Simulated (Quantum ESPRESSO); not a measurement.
# Band energies of GaAlN₂

```xyz
4
Lattice="3.1149 0.0000 0.0000 -1.5575 2.6976 0.0000 0.0000 0.0000 5.0482" Properties=species:S:1:pos:R:3 pbc="T T T"
N      1.5575     0.8992     0.5687
N      0.0000     0.0000     3.1660
Al     0.0000     0.0000     5.0454
Ga     1.5575     0.8992     2.5097
```

LDA (pw.x of Quantum ESPRESSO, ONCV potentials, no spin-orbit coupling); path ΓMKΓALHA,LM,KH; energies in eV from the valence-band maximum.

| k (1/Å) | point | band 9 | band 10 | band 11 | band 12 | band 13 | band 14 | band 15 | band 16 |
|---|---|---|---|---|---|---|---|---|---|
| 0.00 | Γ | -1.14 | -1.14 | -0.11 | 0.00 | 0.00 | 3.15 | 5.69 | 9.79 |
| 0.64 |  | -4.22 | -3.00 | -1.99 | -0.79 | -0.53 | 5.42 | 6.62 | 7.70 |
| 1.16 | M | -4.76 | -3.99 | -2.54 | -2.18 | -0.90 | 5.20 | 5.89 | 6.93 |
| 1.28 |  | -4.74 | -3.96 | -2.69 | -2.18 | -1.02 | 5.33 | 5.95 | 7.01 |
| 1.84 | K | -5.30 | -4.12 | -3.02 | -2.74 | -2.72 | 4.89 | 8.33 | 8.46 |
| 1.94 |  | -5.12 | -4.07 | -3.23 | -2.64 | -2.53 | 4.96 | 8.24 | 8.38 |
| 2.56 |  | -3.71 | -3.31 | -1.94 | -0.91 | -0.68 | 5.66 | 7.49 | 7.76 |
| 3.18 | Γ | -1.14 | -1.14 | -0.11 | 0.00 | 0.00 | 3.15 | 5.69 | 9.79 |
| 3.31 |  | -1.12 | -1.12 | -0.37 | -0.02 | -0.02 | 3.36 | 5.72 | 9.72 |
| 3.80 | A | -3.12 | -0.93 | -0.93 | -0.22 | -0.22 | 5.10 | 5.85 | 9.06 |
| 4.02 |  | -3.16 | -1.26 | -1.01 | -0.67 | -0.36 | 5.45 | 6.14 | 8.76 |
| 4.65 |  | -5.25 | -2.12 | -1.74 | -1.66 | -1.49 | 4.99 | 5.43 | 8.10 |
| 4.97 | L | -5.87 | -2.01 | -1.91 | -1.68 | -1.47 | 4.55 | 5.12 | 7.87 |
| 5.30 |  | -5.60 | -3.19 | -3.07 | -1.47 | -1.25 | 5.42 | 6.04 | 8.14 |
| 5.64 | H | -5.09 | -4.38 | -4.09 | -1.33 | -1.15 | 6.70 | 6.92 | 7.34 |
| 6.00 |  | -5.17 | -3.33 | -3.18 | -1.55 | -1.32 | 5.94 | 6.41 | 8.23 |
| 6.54 |  | -3.51 | -1.84 | -1.53 | -1.33 | -0.91 | 6.00 | 6.58 | 7.97 |
| 6.99 | A | -3.12 | -0.93 | -0.93 | -0.22 | -0.22 | 5.10 | 5.85 | 9.06 |
| 6.99 | L | -5.87 | -2.01 | -1.91 | -1.68 | -1.47 | 4.55 | 5.12 | 7.87 |
| 7.61 | M | -4.76 | -3.99 | -2.54 | -2.18 | -0.90 | 5.20 | 5.89 | 6.93 |
| 7.61 | K | -5.30 | -4.12 | -3.02 | -2.74 | -2.72 | 4.89 | 8.33 | 8.46 |
| 8.23 | H | -5.09 | -4.38 | -4.09 | -1.33 | -1.15 | 6.70 | 6.92 | 7.34 |

The LDA gap is direct, 3.15 eV at Γ.

Spin-orbit splittings are left out.

Geometry relaxed with LDA.

The structure is a Materials Project entry; no match was found in the copy of COD used, and its stability was not checked.
